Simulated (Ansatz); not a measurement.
A distorted cell of Hf (hcp, Mg type):

```xyz
2
Lattice="3.2875 0.0000 0.0000 -1.6437 2.8470 0.0000 0.0000 0.0000 5.2008" Properties=species:S:1:pos:R:3 pbc="T T T"
Hf     0.0000     1.8980     3.9006
Hf     1.6437     0.9490     1.3002
```

These are PBE (plane waves to 420 eV, PAW, scalar-relativistic; Ansatz, a first-principles code) values and carry that method's errors. k mesh 17×17×9 (Γ-centred), Fermi-Dirac smearing 0.05 eV. Energies are smeared free energies. Stress and pressure are positive under compression. Hf is run without spin polarisation. Hf was relaxed with its symmetry unable to fall. Spin-orbit coupling is left out, though Hf is heavy.

**Question.** What is the stress tensor (GPa)?

**Answer.** 
```
   -7.1      0.0      0.0
    0.0     -7.1      0.0
    0.0      0.0     -7.4
```
The pressure, a third of the trace, is -7.2 GPa.

**Question.** It is the relaxed cell scaled evenly to V/V₀ = 1.080, atoms relaxed where free. What is its energy relative to the relaxed cell?

**Answer.** 43 meV/atom.

(A scan under strain: stresses follow from slopes of the energy per volume, elastic moduli from its curvatures.)
